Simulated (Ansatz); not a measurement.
# Relaxing a structure of Hf

The start is a randomly generated symmetric cell of Hf (space group No. 166). A full variable-cell relaxation at zero pressure is run with PBE (plane waves to 420 eV, PAW, scalar-relativistic; Ansatz, a quantum-chemistry and plane-wave program). The first steps use a coarse 8×8×8 k-mesh.

Initial structure:
```
Hf
1.0
    3.08831     1.78304     2.39196
   -3.08831     1.78304     2.39196
    0.00000    -3.56608     2.39196
Hf
3
Direct
  0.00000   0.00000   0.50000
  0.50000   0.00000   0.00000
  0.00000   0.50000   0.00000
```

- Outcome = The space group goes from R-3m (No. 166) to Pm-3m (No. 221), with 3 atoms in the primitive cell
- Energy released = 0.01 eV/atom
- Shortest distances (start → end) = The closest pairs of elements (up to four, under 3.6 Å), start → end: Hf–Hf 2.98 → 3.02 Å
- Band gap at the end = no gap (metallic)
- Optimiser moves = 5

It ends as:

```cif
data_Hf3
_chemical_formula_sum 'Hf3'
_space_group_name_H-M_alt 'Pm-3m'
_space_group_IT_number 221
_space_group_name_Hall '-P 4 2 3'
_cell_length_a 4.27127
_cell_length_b 4.27127
_cell_length_c 4.27127
_cell_angle_alpha 90.000
_cell_angle_beta 90.000
_cell_angle_gamma 90.000
loop_
_atom_site_label
_atom_site_type_symbol
_atom_site_symmetry_multiplicity
_atom_site_Wyckoff_symbol
_atom_site_fract_x
_atom_site_fract_y
_atom_site_fract_z
_atom_site_occupancy
Hf1 Hf 3 d 0.00000 0.00000 0.50000 1
```

Final values are on a 11×11×11 k-mesh of the relaxed cell. No spin polarisation in the result.

The run could not lose the symmetry of its start; a randomly shaken copy of 6 atoms returns to this structure.

All atoms sit on sites fixed by symmetry, so only the cell could relax.

The relaxed structure here is a generated cell of Hf: the first start was made by a random draw of sites in a space group, and the end was not matched to a known phase here, so it may be hypothetical. Known forms of Hf include space group No. 194.
